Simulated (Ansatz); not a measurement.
TiPd:
```
TiPd
1.0
    4.48143     0.00000     0.00000
    0.00000     2.72700     0.00000
    0.00000     0.00000     4.79574
Ti Pd
2 2
Direct
  0.25000   0.00000   0.70011
  0.75000   0.00000   0.29989
  0.25000   0.50000   0.18625
  0.75000   0.50000   0.81375
```

Relaxed with LDA. Special points in fractions of this cell's reciprocal vectors: Γ (0.000, 0.000, 0.000); X (0.500, 0.000, 0.000); S (0.500, 0.500, 0.000); Y (0.000, 0.500, 0.000); Z (0.000, 0.000, 0.500); U (0.500, 0.000, 0.500); R (0.500, 0.500, 0.500); T (0.000, 0.500, 0.500).

Question: List the band energies nearest the Fermi level at these points for the program Ansatz at the LDA level (PAW).

Answer: In eV from the Fermi level; about four levels below and three above (degenerate sets whole), none deeper than 8.9 eV; points with the same levels are listed once.

```
k                    below                above
-  -----------------------  -------------------
Γ  -1.90 -0.69 -0.27 -0.07       0.39 0.50 1.99
X  -2.34 -2.34 -0.71 -0.71  0.49 0.49 0.88 0.88
S  -0.67 -0.67 -0.63 -0.63  0.44 0.44 0.81 0.81
Y  -1.42 -1.30 -0.75 -0.03       0.33 0.89 1.64
Z  -2.34 -1.07 -0.48 -0.33       0.08 0.15 0.99
U  -1.54 -1.54 -0.79 -0.79  0.94 0.94 1.81 1.81
R  -4.18 -4.18 -2.12 -2.12  0.07 0.07 0.94 0.94
T  -2.73 -1.04 -0.42 -0.19       0.35 0.43 0.45
```

Space group Pmma. The workflow started from a Materials Project entry (that database holds measured and hypothetical structures alike); the Crystallography Open Database copy checked does not list it. COD files the formula under space group No. 221, so this cell is another polymorph or a model. With Ti and Pd taken as one species the cell has the higher symmetry Cmcm, so it may be an ordered model of a mixed-site phase. Its standing as an ambient phase is unchecked. The LDA relaxation kept the symmetry of its start. At this level the phase is mechanically unstable. The run is not spin-polarised. Scalar-relativistic: spin–orbit coupling is off unless named, which matters more the heavier the elements.

Potentials: the later of the program's two PAW sets.
